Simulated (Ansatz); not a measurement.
LaGa3Pd2:
```cif
data_Ga3LaPd2
_chemical_formula_sum 'Ga3 La1 Pd2'
_space_group_name_H-M_alt 'P 1'
_space_group_IT_number 1
_cell_length_a 5.43102
_cell_length_b 5.43102
_cell_length_c 4.30555
_cell_angle_alpha 90.000
_cell_angle_beta 90.000
_cell_angle_gamma 120.000
loop_
_space_group_symop_operation_xyz
  'x, y, z'
loop_
_atom_site_label
_atom_site_type_symbol
_atom_site_fract_x
_atom_site_fract_y
_atom_site_fract_z
_atom_site_occupancy
Ga1 Ga 0.50000 0.00000 0.50000 1
Ga2 Ga 0.50000 0.50000 0.50000 1
Ga3 Ga 0.00000 0.50000 0.50000 1
La1 La 0.00000 0.00000 0.00000 1
Pd1 Pd 0.33333 0.66667 0.00000 1
Pd2 Pd 0.66667 0.33333 0.00000 1
```

This is the r²SCAN-relaxed structure.

Problem. All from plane-wave PAW r²SCAN (Ansatz code), unless another level is named. Give the density of states at the Fermi level.

Solution. 0.38 states/eV per atom (mean over ±0.08 eV).

Problem. Next, the formation energy from the elements (no fitted shifts)?

Solution. -0.80 eV/atom.

Space group P6/mmm. The workflow started from an entry of the Crystallography Open Database (COD). Whether it is the stable phase at ambient conditions was not checked. The r²SCAN relaxation kept the symmetry of its start; its stability against distortions is not shown here. No spin polarisation was allowed. The references are the lowest solids computed at this level, not always the standard phases. Scalar-relativistic: spin–orbit coupling is off unless named, which matters more the heavier the elements.

Potentials: the later of the program's two PAW sets.
